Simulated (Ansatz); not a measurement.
## Ta (hcp): energy against volume

All numbers below come from DFT, r2SCAN, plane waves (500 eV) with PAW, scalar-relativistic in Ansatz. The PAW files were generated under PBE, with cores re-solved for the functional.

The cell is scaled uniformly from the relaxed one, with fractional coordinates and shape fixed. Energies are extrapolated to zero smearing, pressures are those at the given smearing. Magnetic state: spin not included.

A Birch-Murnaghan fit gives V₀ = 18.49 Å³/atom, B₀ = 198 GPa, B₀′ = 3.7.

**Question.** What are the energy above the minimum and the pressure at 17.012 Å³/atom?

**Answer.** 83.7 meV/atom and 19.48 GPa as computed.

**Question.** What are the energy above the minimum and the pressure at 19.971 Å³/atom?

**Answer.** 64.9 meV/atom and -12.96 GPa as computed.

**Question.** What are the energy above the minimum and the pressure at 20.711 Å³/atom?

**Answer.** 137.8 meV/atom and -17.88 GPa as computed.
